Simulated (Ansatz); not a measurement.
## CsPbI2Br (P4/mmm), a vibration from a frozen displacement

Method: DFT PBE, scalar-relativistic, plane waves, PAW in Ansatz. The runs took a 420 eV cutoff, a Γ-centred 4×4×6 mesh and Gaussian smearing (0.05 eV). Spin–orbit coupling is left out, which matters for the heavy elements here. No spin polarisation. Energies are free energies at this smearing, counted from the undisturbed cell; pressure is positive in compression.

Zero of the scan (as given, not relaxed at this level; it stands at 0.3 GPa, and it needn't be the usual structure):

```
Cs Pb I Br
1.0
     6.37530    0.00000    0.00000
     0.00000    6.37530    0.00000
     0.00000    0.00000    5.96222
Cs Pb I Br
1 1 2 1
Direct
  0.50000 0.50000 0.50000
  0.00000 0.00000 0.00000
  0.00000 0.50000 0.00000
  0.50000 0.00000 0.00000
  0.00000 0.00000 0.50000
```

Every I atom is moved by x along the Cartesian unit vector (0.000, 0.000, 1.000); the cell and all other atoms stay fixed. The cell's volume is 242.33 Å³; the moved atoms weigh 253.809 u together and the others 420.009 u. Some rows repeat others by symmetry and weren't run.

```csv
x (Å),ΔE (meV/cell),total force on the moved atoms along the move (eV/Å),pressure (GPa)
-0.5000,58.24,0.3034,0.2712
-0.4375,41.34,0.2388,0.2754
-0.3750,28.19,0.1836,0.2817
-0.2500,10.91,0.0982,0.2969
-0.1250,2.46,0.0408,0.3101
0.0000,0.00,0.0000,0.3153
0.1250,2.46,-0.0408,0.3101
0.2500,10.91,-0.0982,0.2969
0.3750,28.19,-0.1836,0.2817
0.4375,41.34,-0.2388,0.2754
0.5000,58.24,-0.3034,0.2712
```

Task: What frequency belongs to this motion?

Result: The force constant is k = −dF/dx = 0.326 eV/Å², from the parabola through x = -0.1250, 0 and 0.1250. In every cell the moved atoms swing against the rest, so the mass is μ = m₁m₂/(m₁ + m₂) = 158.206 u, and ν̃ = 521.5 cm⁻¹ × √(|k|/μ) = 24 cm⁻¹. Steps this long are already anharmonic: the energies of the same points give k = 0.315 eV/Å², so the harmonic k is uncertain by that gap or more. The pattern needn't be a normal mode: ν̃² is then a weighted mean of the squared nonzero frequencies at the zone centre of this cell, taken without macroscopic field, so it lies between the lowest and the highest of them.

Task: How far does the harmonic law reach?

Result: At x = -0.500 Å, kx²/2 = 40.80 meV against the computed 58.24 meV (+42.7 %): the well stiffens in this direction at large amplitude.

Task: The pressure changes with x². What does that say about the frequency under compression?

Result: With E = k(V)x²/2, k ∝ V^(−2γ) and x scaling with the cell as V^(1/3), P − P0 = −∂E/∂V = (2γ − 2/3) ΔE/V. At x = 0.2500 Å, V(P − P0) = 242.33 × -0.01839 / 160.2 eV = -27.82 meV and ΔE = 10.91 meV, so γ = 1/3 + V(P − P0)/(2ΔE) = -0.94. This is the Grüneisen parameter of the motion under uniform scaling of the cell: shrinking the cell evenly by 1 % in volume lowers the frequency by about 0.94 %.